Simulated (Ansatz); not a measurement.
Molecular dynamics on a 2×2×2 supercell (16 atoms) of NaCl (Fm-3m), relaxed with r2SCAN. Forces come from PBE in Ansatz: a Nosé-Hoover thermostat at fixed volume, 300 K, steps of 2 fs. Computed, non-magnetic; the trajectory is short and the cell small, so nothing here is a converged average.

```yaml
crystal:
  lattice:
    - [0.0, 5.6054639232, 5.6054639232]
    - [5.6054639232, 0.0, 5.6054639232]
    - [5.6054639232, 5.6054639232, 0.0]
  atoms:
    - { symbol: Na, position: [0.0, 0.0, 0.0] }
    - { symbol: Cl, position: [0.25, 0.25, 0.25] }
    - { symbol: Na, position: [0.0, 0.0, 0.5] }
    - { symbol: Cl, position: [0.25, 0.25, 0.75] }
    - { symbol: Na, position: [0.0, 0.5, 0.0] }
    - { symbol: Cl, position: [0.25, 0.75, 0.25] }
    - { symbol: Na, position: [0.0, 0.5, 0.5] }
    - { symbol: Cl, position: [0.25, 0.75, 0.75] }
    - { symbol: Na, position: [0.5, 0.0, 0.0] }
    - { symbol: Cl, position: [0.75, 0.25, 0.25] }
    - { symbol: Na, position: [0.5, 0.0, 0.5] }
    - { symbol: Cl, position: [0.75, 0.25, 0.75] }
    - { symbol: Na, position: [0.5, 0.5, 0.0] }
    - { symbol: Cl, position: [0.75, 0.75, 0.25] }
    - { symbol: Na, position: [0.5, 0.5, 0.5] }
    - { symbol: Cl, position: [0.75, 0.75, 0.75] }
kpoints:
  mp_grid: { grid: [2, 2, 2] }
hamiltonian:
  xc: pbe
scf:
  occupations: { method: fermi_dirac, width: 0.026 }
md:
  ensemble: nvt_nose_hoover
  temperature: 300
  timestep: 2.0
  n_steps: 20
  initial_velocities: maxwell_boltzmann
  seed: 1168
```

Run as `ansatz run input.yaml --threads 4 --pin off --max-ram 3686MiB --backend cpu --events-out ev --progress --plain --runs-dir out`. Wall time 44 s on 4 threads of Arm Neoverse V1, on a shared host; peak host memory 1 GiB.

```csv
step,t (fs),T (K),free energy F from step 0 (meV/atom),kinetic energy (meV/atom),largest force (eV/Å)
0,0,300,0.0,36.4,0.00
1,2,299,0.1,36.2,0.05
2,4,296,0.5,35.9,0.10
3,6,291,1.1,35.2,0.15
4,8,284,2.0,34.4,0.20
5,10,275,3.0,33.3,0.25
6,12,265,4.3,32.1,0.30
7,14,253,5.7,30.7,0.34
8,16,240,7.3,29.1,0.39
9,18,226,9.0,27.4,0.43
10,20,212,10.8,25.6,0.47
11,22,197,12.6,23.8,0.51
12,24,181,14.5,22.0,0.54
13,26,166,16.4,20.1,0.57
14,28,151,18.2,18.3,0.60
15,30,137,20.0,16.6,0.63
16,32,123,21.7,15.0,0.65
17,34,111,23.3,13.4,0.66
18,36,99,24.7,12.0,0.68
19,38,89,26.0,10.8,0.69
20,40,80,27.1,9.7,0.70
```

The temperature goes from 300 K to 80 K in 40 fs. The thermostat hasn't had time to restore it. The atoms start on their lattice sites with kinetic energy alone, so much of it first passes into potential energy. By the last step the atoms have moved 0.16 Å in the root mean square, the drift of the whole cell taken out, 0.28 Å at most.

Positions (Å) and forces (eV/Å) at step 20:
```
Na  -0.108   0.032  -0.066     0.270  -0.190   0.158
Cl   2.685   2.841   2.944     0.325  -0.273  -0.405
Na   2.789   2.987   0.014     0.183  -0.412  -0.096
Cl   5.523   5.595   2.779     0.119  -0.281   0.018
Na   2.851   0.179   2.750    -0.074  -0.337  -0.064
Cl   5.689   2.801   5.575    -0.027  -0.031  -0.028
Na   5.722   2.694   2.809    -0.034   0.133  -0.156
Cl   8.315   5.621   5.682     0.130   0.080  -0.164
Na  -0.028   2.569   2.741    -0.099   0.480   0.186
Cl   2.779   5.574   5.582     0.091   0.207   0.075
Na   2.787   5.471   2.814     0.030   0.331   0.157
Cl   5.599   8.478   5.605    -0.092  -0.231   0.108
Na   3.026   2.643   5.539    -0.401   0.455   0.340
Cl   5.689   5.463   8.468    -0.281   0.306  -0.227
Na   5.581   5.637   5.613    -0.152   0.048   0.003
Cl   8.436   8.607   8.344     0.013  -0.283   0.095
```
